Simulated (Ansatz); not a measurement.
LiPt in space group P-6m2 (No. 187; Li on 1b, Pt on 1e) at seven volumes, the program Ansatz at the r²SCAN level (PAW), shape and atoms relaxed at each. One row is withheld.

```tsv
V (Å³/atom)	P (GPa)
12.390	13.41
12.798	8.23
13.207	?
13.615	0.00
14.023	-3.27
14.432	-6.05
14.840	-8.43
```

Question: Fit the shown pressures and predict the withheld one.

Answer: P = (3/2)B₀(x^(7/2) − x^(5/2))[1 + (3/4)(B′ − 4)(x − 1)] with x = (V₀/V)^(2/3). Least squares on the six rows gives V₀ = 13.614 Å³/atom, B₀ = 117 GPa, B′ = 4.16. At V = 13.207, x = 1.0204 and P = 3.78 GPa. The run itself gave 3.79 GPa.

The workflow started from an entry of the Crystallography Open Database (COD). Whether it is the stable phase at ambient conditions was not checked. The cell was relaxed with r²SCAN under the symmetry of its start; its stability against distortions is not shown here. No spin polarisation was allowed. Scalar-relativistic: spin–orbit coupling is off unless named, which matters more the heavier the elements.

Potentials: the later of the program's two PAW sets.
